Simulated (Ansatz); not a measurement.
**Scan of one atom of the cell for Te (trigonal-Te type, space group P3_121)**

Starting cell, Te (trigonal-Te type, space group P3_121):

```xyz
3
Lattice="4.6241 0.0000 0.0000 -2.3121 4.0046 0.0000 0.0000 0.0000 5.9034" Properties=species:S:1:pos:R:3 pbc="T T T"
Te     1.1715     0.0000     1.9678
Te    -0.5858     1.0146     3.9356
Te     1.7263     2.9900     0.0000
```

In this cell atom 2 (Te, nearest neighbour Te at 2.827 Å; its periodic images, 4.6 Å or more away, move with it) is moved by s along Cartesian [110], unit vector (0.707, 0.707, 0.000); all other atoms and the cell stay fixed.

All values below come from r2SCAN (plane waves to 500 eV, PAW, scalar-relativistic; Ansatz, a quantum-chemistry and plane-wave program). k mesh 7×7×5 (Γ-centred), Fermi-Dirac smearing 0.05 eV. The energy includes the smearing's −TS. Compression counts positive. F∥ is the force on the atom along that direction. F⊥ is the part of the force across the line. Spin-orbit coupling is left out, though Te is heavy. Te was relaxed with its symmetry unable to fall. ΔE is measured from the undisplaced structure.

```
s (Å)   ΔE (meV/cell)  F∥ (eV/Å)  P (GPa)  |F⊥| (eV/Å)
------  -------------  ---------  -------  -----------
-0.280          109.0      0.783     1.04        0.467
-0.224           69.5      0.626     0.78        0.348
-0.168           38.9      0.467     0.54        0.241
-0.112           17.2      0.309     0.34        0.147
-0.056            4.3      0.153     0.15        0.067
0.000             0.0      0.000     0.00        0.001
0.056             4.2     -0.149    -0.13        0.054
0.112            16.6     -0.293    -0.23        0.095
0.168            36.9     -0.431    -0.31        0.122
0.224            64.7     -0.560    -0.35        0.137
0.280            99.5     -0.681    -0.38        0.139
```

Read from the data:

- Energy at s = 0.280 Å: 99.5 meV/cell
- Force along the line at s = -0.280 Å: 0.783 eV/Å
- Symmetry of the curve: not even: the negative side lies higher at ±0.280 Å
- Shape of the curve: a single well with its minimum at or next to zero displacement
- Force constant k = d²E/ds² at s = 0 (finite differences): 2.70 eV/Å²
- Harmonic estimate at the end of the scan: ½ks² = 105.9 meV/cell against the computed 99.5 meV/cell, so the well is softer than harmonic there

The 11 points together took roughly 9 core-minutes.

(A displaced cell: forces are minus the slopes of the energy, force constants its curvatures, and phonons follow from these.)
